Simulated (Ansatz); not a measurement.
**Calculated 73Ge nuclear quadrupole resonance for GePt**

Cell: a structure deposited in the COD whose atoms were relaxed with PBE, the cell held.

Space group Pnma (No. 62); a = 5.7320, b = 3.7010, c = 6.0880 Å.

| site | Wyckoff | site symmetry | x | y | z |
| --- | --- | --- | --- | --- | --- |
| Ge | 4c | .m. | 0.8168 | 0.7500 | 0.5879 |
| Pt | 4c | .m. | 0.9981 | 0.7500 | 0.1902 |

One atom of each set is listed.

All values are calculated (Ansatz; DFT, r2SCAN, plane waves and PAW, scalar-relativistic, 500 eV cutoff, Γ-centred 8×13×8 k-points, Fermi–Dirac smearing 0.05 eV), not measured.

73Ge: I = 9/2, Q = -196.0 mb (year-2017 value). Static lattice, zero field.

(1) Predict the zero-field 73Ge lines of each site.

Results:

(1) For I = 9/2 and η = 0 the lines are |C_Q|/24 times 1, 2, 3 and 4; η shifts the lowest up most. At large η the states mix, and weaker lines appear at sums of the main ones; lines under 5 % of the strongest are left out.

| site | atoms | V_zz (10²¹ V/m²) | C_Q (MHz) | η | line frequencies (MHz) |
| --- | --- | --- | --- | --- | --- |
| Ge | 4 | 6.94 | -32.9 | 1.00 | 3.41, 3.42, 5.00, 5.02, 6.83 |

With no gap above 0.1 eV, as in a metal, the gradients converge slowly in k; expect changes of a tenth or more on a denser mesh. Without spin–orbit coupling the gradients at and beside Pt can be off by some per cent, at some sites by more.

Hardware: 1 thread of Intel Xeon 6975P-C (Granite Rapids) (x86_64; 16 cores open to the job, memory cap 3.0 GiB, no GPU), a shared host with a load of 0.6 a core. Wall time 2 min, CPU time 2 min, peak memory 1.6 GiB.
